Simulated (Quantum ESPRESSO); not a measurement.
# Strain and stress in Si7As

The results below are calculated, not measured. They come from pw.x of Quantum ESPRESSO 7.5, a plane-wave density functional program, with PseudoDojo standard norm-conserving files (v0.5 for PBE, v0.4.1 for LDA and PBEsol). The cells are made up: elements, strain and atom displacements were drawn at random, and nothing was relaxed. There is no spin polarisation, spin-orbit coupling or dispersion term.

The cell has 8 sites of a zincblende or diamond lattice. Sites 1 to 4 hold Si As Si Si; sites 5 to 8 hold Si Si Si Si. Cell vectors in Å: (5.572, -0.099, -0.006); (-0.099, 5.624, 0.063); (-0.006, 0.062, 5.619). Settings: PBE, cutoff 1143 eV, 6 x 6 x 6 k mesh shifted by half a step, Fermi-Dirac smearing of 0.1 eV.

Each run adds the same strain along x and y to one cell, with the atoms carried along; the vectors above are those of run 3. Stress is positive in tension and P is minus a third of its trace. E is the free energy for each atom above the lowest run shown.

```
run  strain (%)  s_xx (GPa)  s_yy (GPa)  s_zz (GPa)  s_xy (GPa)  P (GPa)  E (meV/atom)
  1       -2.43       -1.84        0.17        1.21        2.65     0.15          0.00
  2       -1.10        0.33        2.27        2.64        2.57    -1.75          0.87
  3       -0.34        1.45        3.35        3.36        2.52    -2.72          4.77
  4        0.71        2.87        4.71        4.24        2.46    -3.94         13.78
  5        1.30        3.60        5.41        4.69        2.42    -4.56         20.66
  7        2.50        4.98        6.71        5.48        2.34    -5.72         38.15
  6        1.87           ?           ?           ?           ?        ?             ?
```

A rerun of one of these cells at 1437 eV and k mesh 8 x 8 x 8 moved values by no more than 0.004 eV in the cell's energy, 0.03 GPa in stress and 0.006 eV/Å in force.

## Worked fit

A parabola through the six runs shown gives s_xx = 1.92 + 1.39 e - 0.066 e² GPa, with e in per cent and a scatter of 0.02 GPa. The slope is a stiffness of 139 ± 2 GPa for each unit of this strain at e = 0, the sum of the responses of s_xx to strain along x and along y. The atoms are clamped, and relaxing them would in general lower it. The error is the larger of the fit's own and the change that a cubic makes, rounded up.

## Withheld run

Question: what s_xx should run 6 give?

The fit gives 4.29 GPa. The calculation gave 4.28 GPa.

```
run,strain (%),s_xx (GPa),s_yy (GPa),s_zz (GPa),s_xy (GPa),P (GPa),E (meV/atom)
6,1.87,4.28,6.04,5.08,2.38,-5.13,28.36
```